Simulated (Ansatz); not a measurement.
An Ansatz (a quantum-chemistry and plane-wave program) run. Input:

Ansatz 0.2 input:
```yaml
crystal:
  lattice:
    - [0.0, 1.8967313941, 1.8967313941]
    - [1.8967313941, 0.0, 1.8967313941]
    - [1.8967313941, 1.8967313941, 0.0]
  atoms:
    - { symbol: Rh, position: [0.0, 0.0, 0.0] }
kpoints:
  mp_grid: { grid: [39, 39, 39] }
hamiltonian:
  xc: pbe
  dispersion: d3bj
  pseudopotentials: { azcp: { folder: ./paw }, kind: paw }
scf:
  occupations: { method: fermi_dirac, width: 0.1 }
elastic: { mode: relaxed_ion, stencil: two_point, amplitude: 0.005, f_tol: 0.0005 }
```

Output (shortened):

```
Pseudopotential: Rh, paw, valence charge 17
Functional definition: PBE
Crystal: 1 atoms, lattice volume = 13.647 Å³
Basis set: ecut = 420 eV, 283 PW (Γ), exchange–correlation on 36×36×36 points (8 copies of the dense FFT grid, shifted against one another)
Bands: 13, of which v1, the nominal top of the filled ones, is band 9 counted from 1 (8 counted from 0)
Symmetry: 48 space group operations
Space group: Fm-3m (ITA 225), of the structure as read, at distance tolerance 2.4e-5 Å
k-points: 1540 of 59319
SCF iter   1: F=—  HF=-6404.065894 eV  |F-HF|=—  |Δ(HF+E_count)|=         —  Δρ=1.10e-1  dr2=1.54e0  ethr=3.10e-3  ⟨swp⟩=5.0  Hψ=107863  notcnv=0
preconditioner: auto → none
SCF iter   2: F=—  HF=-6403.643539 eV  |F-HF|=—  |Δ(HF+E_count)|=   4.22e-1  Δρ=4.24e-2  dr2=1.35e-1  ethr=3.10e-3  ⟨swp⟩=2.2  Hψ=50532  notcnv=0
SCF iter   3: F=—  HF=-6403.601703 eV  |F-HF|=—  |Δ(HF+E_count)|=   4.18e-2  Δρ=1.46e-2  dr2=8.55e-3  ethr=7.91e-4  ⟨swp⟩=2.6  Hψ=40159  notcnv=0
SCF iter   4: F=—  HF=-6403.601052 eV  |F-HF|=—  |Δ(HF+E_count)|=   6.50e-4  Δρ=1.07e-3  dr2=7.40e-5  ethr=5.03e-5  ⟨swp⟩=1.0  Hψ=20194  notcnv=0
SCF iter   5: F=—  HF=-6403.601059 eV  |F-HF|=—  |Δ(HF+E_count)|=   7.03e-6  Δρ=1.26e-4  dr2=1.02e-6  ethr=4.35e-7  ⟨swp⟩=2.0  Hψ=32969  notcnv=0
SCF iter   6: F=—  HF=-6403.601059 eV  |F-HF|=—  |Δ(HF+E_count)|=   5.28e-8  Δρ=5.51e-6  dr2=1.45e-9  ethr=6.00e-9  ⟨swp⟩=2.0  Hψ=33345  notcnv=0
SCF iter   7: F=—  HF=-6403.601059 eV  |F-HF|=—  |Δ(HF+E_count)|=  3.65e-10  Δρ=1.19e-6  dr2=4.04e-11  ethr=8.52e-12  ⟨swp⟩=2.3  Hψ=27839  notcnv=0
SCF iter   8: F=-6403.601059 eV  HF=-6403.601059 eV  |F-HF|=1.82e-12  |Δ(HF+E_count)|=  6.37e-12  Δρ=4.40e-8  dr2=6.10e-14  ethr=1.00e-12  ⟨swp⟩=3.0  Hψ=83377  notcnv=0
SCF 1 converged in 8 iterations: F = -6403.601059 eV  dr2 = 6.10e-14
Crystal: 1 atoms, lattice volume = 13.579 Å³
Basis set: ecut = 420 eV, 275 PW (Γ), exchange–correlation on 36×36×36 points (8 copies of the dense FFT grid, shifted against one another)
Symmetry: 16 space group operations
k-points: 4200 of 59319
iter 1 solved again at ethr=2.83e-7 eV; its pass at ethr=3.10e-3 eV (dr2=4.82e-5 eV) is discarded
SCF iter   1: F=—  HF=-6403.600403 eV  |F-HF|=—  |Δ(HF+E_count)|=         —  Δρ=5.29e-4  dr2=2.13e-5  ethr=2.83e-7  ⟨swp⟩=2.0  Hψ=367684  notcnv=0
preconditioner: auto → none
SCF iter   2: F=—  HF=-6403.600405 eV  |F-HF|=—  |Δ(HF+E_count)|=   1.87e-6  Δρ=2.88e-4  dr2=3.68e-6  ethr=1.25e-7  ⟨swp⟩=2.1  Hψ=75018  notcnv=0
SCF iter   3: F=—  HF=-6403.600405 eV  |F-HF|=—  |Δ(HF+E_count)|=   5.47e-7  Δρ=1.12e-4  dr2=5.63e-7  ethr=2.17e-8  ⟨swp⟩=2.4  Hψ=88586  notcnv=0
SCF iter   4: F=—  HF=-6403.600405 eV  |F-HF|=—  |Δ(HF+E_count)|=   1.07e-7  Δρ=8.63e-6  dr2=3.61e-9  ethr=3.31e-9  ⟨swp⟩=2.2  Hψ=81943  notcnv=0
SCF iter   5: F=—  HF=-6403.600405 eV  |F-HF|=—  |Δ(HF+E_count)|=   2.05e-9  Δρ=1.90e-6  dr2=1.42e-10  ethr=2.12e-11  ⟨swp⟩=2.0  Hψ=81760  notcnv=0
SCF iter   6: F=—  HF=-6403.600405 eV  |F-HF|=—  |Δ(HF+E_count)|=  6.91e-11  Δρ=7.29e-8  dr2=2.85e-13  ethr=8.35e-13 (applied; sched 1.00e-12)  ⟨swp⟩=2.1  Hψ=90284  notcnv=0
SCF iter   7: F=-6403.600405 eV  HF=-6403.600405 eV  |F-HF|=1.82e-12  |Δ(HF+E_count)|=  9.09e-13  Δρ=1.40e-8  dr2=8.94e-15  ethr=1.00e-12  ⟨swp⟩=4.0  Hψ=164078  notcnv=0
SCF 2 converged in 7 iterations: F = -6403.600405 eV  dr2 = 8.94e-15
Crystal: 1 atoms, lattice volume = 13.716 Å³
iter 1 solved again at ethr=1.13e-8 eV; its pass at ethr=3.10e-3 eV (dr2=1.92e-6 eV) is discarded
SCF iter   1: F=—  HF=-6403.600577 eV  |F-HF|=—  |Δ(HF+E_count)|=         —  Δρ=8.10e-4  dr2=1.92e-6  ethr=1.13e-8  ⟨swp⟩=2.0  Hψ=339825  notcnv=0
preconditioner: auto → none
SCF iter   2: F=—  HF=-6403.600716 eV  |F-HF|=—  |Δ(HF+E_count)|=   1.39e-4  Δρ=4.05e-4  dr2=4.77e-7  ethr=1.13e-8  ⟨swp⟩=1.0  Hψ=54600  notcnv=0
SCF iter   3: F=—  HF=-6403.600762 eV  |F-HF|=—  |Δ(HF+E_count)|=   4.55e-5  Δρ=3.66e-5  dr2=1.24e-7  ethr=2.81e-9  ⟨swp⟩=2.3  Hψ=77118  notcnv=0
SCF iter   4: F=—  HF=-6403.600762 eV  |F-HF|=—  |Δ(HF+E_count)|=   5.22e-8  Δρ=1.34e-6  dr2=2.00e-10  ethr=7.29e-10  ⟨swp⟩=2.4  Hψ=79881  notcnv=0
SCF iter   5: F=—  HF=-6403.600762 eV  |F-HF|=—  |Δ(HF+E_count)|=  1.17e-10  Δρ=2.14e-7  dr2=1.27e-12  ethr=1.18e-12  ⟨swp⟩=2.3  Hψ=81714  notcnv=0
SCF iter   6: F=—  HF=-6403.600762 eV  |F-HF|=—  |Δ(HF+E_count)|=  3.64e-12  Δρ=4.32e-8  dr2=1.31e-13  ethr=1.00e-12  ⟨swp⟩=4.0  Hψ=181563  notcnv=0
SCF iter   7: F=-6403.600762 eV  HF=-6403.600762 eV  |F-HF|=1.82e-12  |Δ(HF+E_count)|=    0.00e0  Δρ=1.21e-8  dr2=7.49e-15  ethr=1.00e-12  ⟨swp⟩=3.0  Hψ=144943  notcnv=0
SCF 3 converged in 7 iterations: F = -6403.600762 eV  dr2 = 7.49e-15
Crystal: 1 atoms, lattice volume = 13.647 Å³
Symmetry: 8 space group operations
k-points: 8000 of 59319
iter 1 solved again at ethr=1.88e-7 eV; its pass at ethr=3.10e-3 eV (dr2=3.20e-5 eV) is discarded
SCF iter   1: F=—  HF=-6403.600839 eV  |F-HF|=—  |Δ(HF+E_count)|=         —  Δρ=4.60e-4  dr2=6.62e-6  ethr=1.88e-7  ⟨swp⟩=2.0  Hψ=680940  notcnv=0
preconditioner: auto → none
SCF iter   2: F=—  HF=-6403.600842 eV  |F-HF|=—  |Δ(HF+E_count)|=   2.12e-6  Δρ=1.73e-4  dr2=7.88e-7  ethr=3.89e-8  ⟨swp⟩=2.0  Hψ=153984  notcnv=0
SCF iter   3: F=—  HF=-6403.600840 eV  |F-HF|=—  |Δ(HF+E_count)|=   1.31e-6  Δρ=3.77e-5  dr2=3.50e-8  ethr=4.63e-9  ⟨swp⟩=1.1  Hψ=108988  notcnv=0
SCF iter   4: F=—  HF=-6403.600840 eV  |F-HF|=—  |Δ(HF+E_count)|=   1.58e-8  Δρ=4.38e-6  dr2=1.39e-9  ethr=2.06e-10  ⟨swp⟩=2.4  Hψ=164667  notcnv=0
SCF iter   5: F=—  HF=-6403.600840 eV  |F-HF|=—  |Δ(HF+E_count)|=  1.66e-10  Δρ=1.94e-6  dr2=2.70e-10  ethr=8.17e-12  ⟨swp⟩=2.3  Hψ=167260  notcnv=0
SCF iter   6: F=—  HF=-6403.600840 eV  |F-HF|=—  |Δ(HF+E_count)|=  3.46e-11  Δρ=8.57e-7  dr2=5.00e-11  ethr=1.59e-12  ⟨swp⟩=1.2  Hψ=110352  notcnv=0
SCF iter   7: F=—  HF=-6403.600840 eV  |F-HF|=—  |Δ(HF+E_count)|=  9.09e-12  Δρ=1.88e-7  dr2=2.31e-12  ethr=2.94e-13 (applied; sched 1.00e-12)  ⟨swp⟩=2.5  Hψ=147744  notcnv=0
SCF iter   8: F=-6403.600840 eV  HF=-6403.600840 eV  |F-HF|=9.09e-13  |Δ(HF+E_count)|=  1.82e-12  Δρ=2.15e-8  dr2=2.96e-14  ethr=1.00e-12  ⟨swp⟩=2.5  Hψ=368001  notcnv=0
SCF 4 converged in 8 iterations: F = -6403.600840 eV  dr2 = 2.96e-14
Crystal: 1 atoms, lattice volume = 13.647 Å³
iter 1 solved again at ethr=1.14e-10 eV; its pass at ethr=3.10e-3 eV (dr2=1.93e-8 eV) is discarded
SCF iter   1: F=—  HF=-6403.600838 eV  |F-HF|=—  |Δ(HF+E_count)|=         —  Δρ=1.58e-5  dr2=1.85e-8  ethr=1.14e-10  ⟨swp⟩=2.5  Hψ=684127  notcnv=0
preconditioner: auto → none
SCF iter   2: F=—  HF=-6403.600840 eV  |F-HF|=—  |Δ(HF+E_count)|=   2.46e-6  Δρ=6.07e-6  dr2=1.80e-9  ethr=1.09e-10  ⟨swp⟩=2.3  Hψ=154494  notcnv=0
SCF iter   3: F=—  HF=-6403.600840 eV  |F-HF|=—  |Δ(HF+E_count)|=  5.58e-10  Δρ=2.99e-6  dr2=2.04e-10  ethr=1.06e-11  ⟨swp⟩=2.4  Hψ=161184  notcnv=0
SCF iter   4: F=—  HF=-6403.600840 eV  |F-HF|=—  |Δ(HF+E_count)|=  2.00e-11  Δρ=5.56e-7  dr2=7.19e-12  ethr=1.20e-12  ⟨swp⟩=1.0  Hψ=104000  notcnv=0
SCF iter   5: F=-6403.600840 eV  HF=-6403.600840 eV  |F-HF|=1.82e-12  |Δ(HF+E_count)|=  9.09e-13  Δρ=5.32e-8  dr2=6.40e-14  ethr=1.00e-12  ⟨swp⟩=2.6  Hψ=379852  notcnv=0
SCF 5 converged in 5 iterations: F = -6403.600840 eV  dr2 = 6.40e-14
SCF converged after 8 iterations
Free energy (F): -6403.601059 eV
Harris-Foulkes:  -6403.601059 eV  (|F-HF|=1.82e-12)
Internal energy: -6403.557415 eV  (E = F + TS)
E sigma→0 (E₀):  -6403.579237 eV
Entropy (-TS):   -0.043644 eV (-43.644 meV/atom)
Fermi energy:    22.622389 eV
--- Per-component energies (eV) ---
  E_band       = -81.611464
  E_kinetic    = 537.957680
  E_local      = -1462.368542  (includes V_loc(G=0)·N_el)
  E_nonlocal   = 298.120055
  E_hartree    = 543.710969
  E_xc         = -202.110461
  E_vxc        = -253.663181  (∫ρ·V_xc dr)
  E_paw        = -3603.376193  (= ΣΔE_a)
  E_vpaw       = -289.079452  (= ΣTr[D̂ρ^β])
  E_aug_tail   = 0.000038  (compensation charges beyond the density's cutoff)
  E_ewald      = -2514.838463
  E_disp       = -0.652498  (pairwise vdW)
  E_smearing   = -0.043644  (= −TS)
  E_closure    = 0.000000  (closes the sum)
  Σ components = -6403.601059   (vs F -6403.601059, Δ=0.00e0)
  [band-id]    e_kinetic+e_local+e_nonlocal+2·e_hartree+e_vxc+e_vpaw+e_augmentation_tail = -81.611463   (vs E_band -81.611464, Δ=4.36e-7)
--- Forces (eV/Å), atoms counted from 1 ---
  atom   1  Rh     0.00000000     0.00000000     0.00000000
  max |Σ_I F_I| component: 0.0 eV/Å
--- Stress (GPa, compression-positive) ---
        0.404756       0.000000       0.000000
        0.000000       0.404756       0.000000
        0.000000       0.000000       0.404756
  P = ⅓ Tr σ = 0.4048 GPa (4.048 kbar)
--- Band table (eV; the first three rows and the last of 1540) ---
  k-point 0: bands = ["-56.2759", "-23.7299", "-23.7299", "-23.7299", "14.6181", "19.5128", "19.5128", "19.5128", "21.6251", "21.6251", "38.4332", "43.7943", "43.7943"]
  k-point 1: bands = ["-56.2751", "-23.7350", "-23.7306", "-23.7306", "14.6449", "19.5005", "19.5237", "19.5237", "21.6188", "21.6188", "38.4724", "43.6406", "43.8339"]
  k-point 2: bands = ["-56.2729", "-23.7499", "-23.7326", "-23.7326", "14.7248", "19.4649", "19.5554", "19.5554", "21.6011", "21.6011", "38.5876", "43.2263", "43.9498"]
  k-point 1539: bands = ["-56.1207", "-24.2334", "-24.2176", "-24.0129", "17.5519", "18.6767", "18.8947", "21.4154", "23.6249", "32.1521", "32.3515", "34.0324", "35.4032"]
--- Elastic constants: 2 strain directions × 2 members + reference (group order 48) ---
  dense FFT box of the reference and of every strained cell: 18×18×18
  strains applied: 11, 23; error gains: componentwise 1.00 (the most a stress slope's error grows in a printed constant), spectral 1.73 (1 for all six strains …
  pairwise dispersion correction: d3bj (s6 = 1.0, s8 = 0.7875, a1 = 0.4289, a2_bohr = 4.4407), with the weights of each atom's references fixed at the …
  C = ∂σ_k/∂η_j (tension-positive GPa; Voigt order 11 22 33 23 13 12):
       447.873    197.966    197.966      0.000      0.000      0.000
       197.966    447.873    197.966      0.000      0.000      0.000
       197.966    197.966    447.873      0.000      0.000      0.000
         0.000      0.000      0.000    205.121      0.000      0.000
         0.000      0.000      0.000      0.000    205.121      0.000
         0.000      0.000      0.000      0.000      0.000    205.121
  reference stress σ⁰ (GPa):     -0.405     -0.405     -0.405      0.000      0.000      0.000
  C* (energy form; C + prestress term) asymmetry max|C*_kj − C*_jk| = 1.137e-13 GPa — a small one proves nothing (zero by symmetry where the batch's group is …
  moduli (Voigt/Reuss/Hill, GPa): K = 281.27/281.27/281.27   G = 173.05/163.23/168.14   E = 420.61   ν = 0.251
  mechanically stable: yes (min eigenvalue of sym C = 205.12 GPa)
  where every solve meets its electron count the energy-path curvature estimates C_jj along a normal strain and C_jj − ¼(σ⁰_aa + σ⁰_bb) along a shear (ab), of …
  strain η (Voigt 11):  stress-route row diagonal C_11 = 447.87 GPa, energy-path curvature d²(F+E_count+ΔE)/dδ²/Ω₀ = 446.97 GPa
         δ    σ_11 (GPa)             F (eV)   n_scf  n_hpsi   n_pw
    -5.000e-3      -2.6806       -6403.6004047       7  999757    282   relax 0 steps, max|allowed force component| 0.00e0 eV/Å
     5.000e-3       1.7981       -6403.6007619       7  1010048    284   relax 0 steps, max|allowed force component| 0.00e0 eV/Å
  strain η (Voigt 23):  stress-route row diagonal C_44 = 205.12 GPa, energy-path curvature d²(F+E_count+ΔE)/dδ²/Ω₀ = 205.34 GPa
         δ    σ_23 (GPa)             F (eV)   n_scf  n_hpsi   n_pw
    -5.000e-3      -1.0256       -6403.6008402       8  1997954    283   relax 0 steps, max|allowed force component| 0.00e0 eV/Å
     5.000e-3       1.0256       -6403.6008402       5  1579667    283   relax 0 steps, max|allowed force component| 0.00e0 eV/Å
```

Cost: around 8 core-minutes (rough) on shared cores.

The PBE+D3(BJ) relaxation kept the symmetry of its start. No spin polarisation was allowed. The pairwise dispersion correction was not fitted to metals. As this level gives no gap, shear constants depend on the k-mesh and smearing (Fermi–Dirac, 0.1 eV here). On the denser mesh and wider smearing of the elastic run this cell carries a stress of 0.4 GPa. Spin–orbit coupling is left out wherever it is not named.

Potentials: the earlier of the program's two PAW sets.

Ansatz is a plane-wave DFT program.
